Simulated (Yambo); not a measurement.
Absorption of RbSO2F (space group P2_1/m, No. 11) with and without the electron-hole interaction (Yambo, LDA bands; 4×4×2 mesh, 18 valence and 14 conduction bands, static screening with 111 bands and a 3 Ry block, scissor 3.60 eV, Tamm-Dancoff; field along x). Axes are Cartesian, with cell vectors (Å) (4.89, 0.00, 0.00), (0.00, 6.03, 0.00), (-2.26, 0.00, 7.05).

```tsv
E (eV)	Im ε, BSE	Im ε, independent quasiparticles
3.81	0.05	0.01
3.91	0.06	0.01
4.01	0.07	0.01
4.11	0.09	0.01
4.21	0.12	0.01
4.31	0.16	0.01
4.42	0.24	0.01
4.52	0.38	0.02
4.62	0.69	0.02
4.72	1.29	0.02
4.82	1.58	0.02
4.92	0.97	0.02
5.02	0.52	0.02
5.12	0.31	0.02
5.22	0.21	0.02
5.32	0.16	0.02
5.42	0.13	0.02
5.52	0.11	0.03
5.62	0.10	0.03
5.72	0.10	0.03
5.82	0.10	0.03
5.92	0.11	0.04
6.02	0.12	0.04
6.12	0.14	0.04
6.22	0.17	0.05
6.32	0.22	0.05
6.42	0.32	0.06
6.52	0.50	0.07
6.62	0.79	0.07
6.72	1.22	0.09
6.82	1.24	0.10
6.92	0.84	0.12
7.02	0.59	0.15
7.12	0.53	0.19
7.22	0.65	0.26
7.32	0.88	0.37
7.43	0.84	0.59
7.53	0.78	1.01
7.63	0.80	1.71
7.73	0.75	2.32
7.83	0.73	2.24
7.93	0.84	1.55
8.03	0.99	1.09
8.13	1.21	1.03
8.23	1.32	1.21
8.33	1.15	1.40
8.43	0.93	1.36
8.53	0.87	0.99
8.63	1.02	0.63
8.73	1.39	0.42
8.83	1.48	0.34
8.93	1.34	0.29
9.03	1.51	0.27
9.13	1.78	0.27
9.23	1.85	0.25
9.33	1.47	0.23
9.43	1.15	0.22
9.53	1.16	0.24
9.63	1.31	0.30
9.73	1.18	0.37
9.83	0.96	0.46
9.93	0.87	0.53
10.03	0.90	0.63
10.13	1.01	0.80
10.23	1.12	1.12
10.34	1.04	1.59
10.44	1.10	1.95
10.54	1.43	1.86
10.64	2.00	1.49
10.74	2.47	1.32
```

The scissor comes from a G0W0 run whose convergence isn't established. Broadening 0.15 eV. The band window holds all transitions up to 13.7 eV. Fine structure above the onset can come from the mesh.

Geometry of the Materials Project entry, not relaxed at this level; primitive cell a = 4.886 Å, b = 6.030 Å, c = 7.400 Å, α = γ = 90.00°, β = 107.79°.
